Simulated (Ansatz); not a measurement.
**Sensitivity of the gradients in MoS2 with arsenic replacing Mo to the input**

Cell: a supercell of MoS2 (space group P6_3/mmc) built from a COD entry, with all atoms left at the host's positions.

Space group P-6m2 (No. 187); a = 6.3380, c = 12.3240 Å, γ = 120.00°.

```
site  Wyckoff  site symmetry       x       y       z
  As       1a           -6m2  0.0000  0.0000  0.0000
 Mo2       3j            mm2  0.0000  0.5000  0.0000
 Mo5       3k            mm2  0.1667  0.8333  0.5000
 Mo8       1f           -6m2  0.6667  0.3333  0.5000
  S9       2g            3m.  0.0000  0.0000  0.3730
 S10       6n            .m.  0.0000  0.5000  0.3730
 S13       6n            .m.  0.1667  0.8333  0.8730
 S16       2i            3m.  0.6667  0.3333  0.8730
```

One atom of each set is listed.

Reference run. Level of theory: DFT, PBE, plane waves and PAW, scalar-relativistic, 420 eV cutoff, Γ-centred 4×4×2 k-points, Fermi–Dirac smearing 0.01 eV, cell charge +1 (Ansatz 0.2.0).

(1) The input is changed as follows: `total_charge`: 1 → 10; `scf.max_iter`: not typed → 75. What happens to V_zz (10²¹ V/m²) and η?

Results:

(1) 

| site | V_zz reference | η reference | V_zz changed | η changed |
| --- | --- | --- | --- | --- |
| As | -4.14 | 0.00 | -7.35 | 0.00 |
| Mo2 | -10.35 | 0.26 | -12.30 | 0.44 |
| Mo5 | -6.63 | 0.01 | -10.47 | 0.04 |
| Mo8 | -6.44 | 0.00 | -10.82 | 0.00 |
| S9 | -4.76 | 0.00 | -2.37 | 0.00 |
| S10 | -4.58 | 0.01 | -2.85 | 0.07 |
| S13 | -4.06 | 0.77 | 13.29 | 0.09 |
| S16 | -6.02 | 0.00 | -3.51 | 0.00 |

The largest change of V_zz along a kept axis is on Mo8, from -6.44 to -10.82. The whole tensor moves most on S13, by 9.69 along its most changed direction. In per cent, |V_zz| changes by +78 on As, +19 to +68 on Mo, -50 to -38 on S (all sites that start above 2, bar those whose gradient vanishes or changes sign or whose main axis turns by over 40°). On Mo2 V_xx and V_yy change places (or their axes turn by over 50°), so the two values of η hide a larger change. On S13 the largest principal value lies along another axis in the second run, so the two V_zz can't be compared directly. The changed cell holds a charge of +10 on a uniform background, so it isn't the same centre. It has an odd number of electrons and no spin polarisation, so the extra carrier is shared by both spins and spread out, where a real one carries spin and can localise. At these positions the changed run has forces up to 1.1 eV/Å, so its atoms aren't at their own equilibrium. SCF iterations: 15 and 19. The changed input holds a charge that the system can't hold, so its numbers aren't properties of the crystal.

On the reference run: The run isn't spin-polarised, and a state with spin may lie lower. The defect repeats with the cell of 24 atoms, so it feels its images: sites between two images don't show the values beside a lone defect, and zeros or small values of η there can come from the images' arrangement. Mo and S carry a gradient in the pure host already, so the values there aren't the defect's effect alone. A uniform background compensates the cell's charge. The defect cell has no gap above 0.1 eV on its mesh, so the values can hang on the smearing and the k-mesh. Without spin–orbit coupling (the program notes it for Mo) the gradients can shift somewhat, as the gap is small. The neighbours have not yet relaxed around the defect (largest force 0.61 eV/Å), so a real crystal will differ.
